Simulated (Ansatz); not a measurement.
Input:

AlMo$_{4}$S$_{8}$:
```xyz
13
Lattice="0.0000 4.8303 4.8303 4.8303 0.0000 4.8303 4.8303 4.8303 0.0000" Properties=species:S:1:pos:R:3 pbc="T T T"
Al     0.0000     0.0000     0.0000
S      6.1321     6.1321     3.5286
S      6.1321     3.5286     6.1321
S      3.5286     6.1321     6.1321
S      3.5286     3.5286     3.5286
S      6.1383     6.1383     8.3527
S      6.1383     8.3527     6.1383
S      8.3527     6.1383     6.1383
S      8.3527     8.3527     8.3527
Mo     3.8381     3.8381     5.8226
Mo     3.8381     5.8226     3.8381
Mo     5.8226     3.8381     3.8381
Mo     5.8226     5.8226     5.8226
```

This is the PBEsol-relaxed structure.

Q: All from PBEsol (plane waves, PAW; program Ansatz), unless another level is named. Predict the electronic character.

A: metallic (no gap).

Q: Give the formation energy from the elements (no fitted shifts).

A: -89 kJ/mol of atoms.

Q: And the density of states at the Fermi level?

A: 1.2 states/eV per atom (mean over ±0.08 eV).

Q: Next, the gap with spin–orbit coupling?

A: none (metallic).

Space group F-43m. The workflow started from an entry of the Crystallography Open Database (COD), which files this formula under 2 space groups. Whether it is the stable phase at ambient conditions was not checked. The PBEsol relaxation kept the symmetry of its start; whether a distortion lowers the energy is not shown. The run is not spin-polarised. With an odd number of electrons in the cell and no spin polarisation, the count alone makes it a metal. The references are the lowest solids computed at this level, not always the standard phases. Scalar-relativistic: spin–orbit coupling is off unless named, which matters more the heavier the elements.

Potentials: the later of the program's two PAW sets.
